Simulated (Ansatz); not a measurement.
# MgH2 (rutile): the band gap by level of theory

All numbers come from the plane-wave code Ansatz. The values are computed, spin-unpolarised, and not measurements.

The cell is MgH2 built on the rutile prototype; cell and atoms were relaxed with r2SCAN. It is tetragonal, P4_2/mnm (No. 136); a = 4.485 Å, c = 2.996 Å in the conventional setting, 10.05 Å³ an atom. Mg is surrounded by 6 H at 1.93–1.94 Å; H is surrounded by 3 Mg at 1.93–1.94 Å.

Relaxed lattice by functional, symmetry kept:

| functional | k mesh | a (Å) | c (Å) | volume (Å³/atom) |
| --- | --- | --- | --- | --- |
| PBE | 6×6×8 | 4.516 | 3.013 | 10.24 |
| r2SCAN | 6×6×8 | 4.485 | 2.996 | 10.05 |

Gaps on the r2SCAN cell, each the least over its mesh and the special points:
```tsv
level	k mesh	gap (eV)	kind	edges	least direct gap (eV)
r2SCAN	6×6×8	4.38	indirect	(0.156, 0.156, -0.086) → A–Z (0.21)	5.26
HSE06	4×4×6	4.84	indirect	(0.156, 0.156, -0.086) → A–Z (0.21)	5.78
PBE0	4×4×6	5.57	indirect	(0.156, 0.156, -0.086) → A–Z (0.21)	6.52
```
Wave cutoffs: 420 eV, 500 eV (r2SCAN).
Points off the special ones are mesh points or PBE's searched band edges, reused at the other levels. PBE's own run along the path (3.76 eV) came before the search for the edges and missed one, so it isn't listed.

The HSE06 gap is indirect, 4.84 eV (k = (0.156, 0.156, -0.086) to A–Z (0.21 of the way from A)), below the direct gap of 5.78 eV at A–Z (0.30 of the way from A).

All these functionals give a gap of the same kind, indirect.

r2SCAN (ground state on 6×6×8): The clamped-ion dielectric constant comes out as 3.62 along x and y, 3.65 along z. Born charges, averaged over directions: Mg +1.88, H -0.94 e.

Coordinates of k points refer to the reciprocal vectors of the primitive cell of the runs.

The meshes of the hybrids are coarse, so their gaps aren't converged to the digits shown.
